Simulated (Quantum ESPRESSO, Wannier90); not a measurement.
# CsCl (rock salt), plane waves to Wannier functions

```
begin unit_cell_cart
ang
    0.0000000000    3.5065500000    3.5065500000
    3.5065500000    0.0000000000    3.5065500000
    3.5065500000    3.5065500000    0.0000000000
end unit_cell_cart
begin atoms_frac
Cs   0.0000000000  0.0000000000  0.0000000000
Cl   0.5000000000  0.5000000000  0.5000000000
end atoms_frac
```

Cell from Materials Project (mp-573697), symmetrised, no further relaxation. COD (Crystallography Open Database) has the formula in 2 space groups, this one among them (matched by group alone). Method: PBEsol plane waves in Quantum ESPRESSO 7.5 (PseudoDojo norm-conserving files, 47 Ry, spinors with spin-orbit coupling), Bloch states on a 6×6×6 mesh through Γ, Wannier90 4.0.1. Density: 8×8×8 mesh, cold smearing 0.01 Ry.

Bands 3-4 form an isolated set from -11.99 to -11.93 eV relative to the valence-band maximum (on the path) and are turned into 2 Wannier functions by minimising the spread from the start: atomic waves Cl 3s.

Q: Where do the functions sit, how wide are they and what are they made of?

A: 
```json
[
 {"functions": "2", "spread (Å²)": "0.90", "nearest atom, distance (Å)": "Cl 0.00", "second atom, distance (Å)": "Cs 3.51", "weight on atomic waves": "Cl 3s 94 %, Cs 6s 5 %"}
]
```

Ω_I = 1.81 Å², Ω_total = 1.81 Å²; the interpolated bands follow pw.x to 0.0 meV rms on the path. Only this start was tried; a symmetric start can stop on a saddle, and mixtures of these functions could lower the total by at most Ω_total − Ω_I.
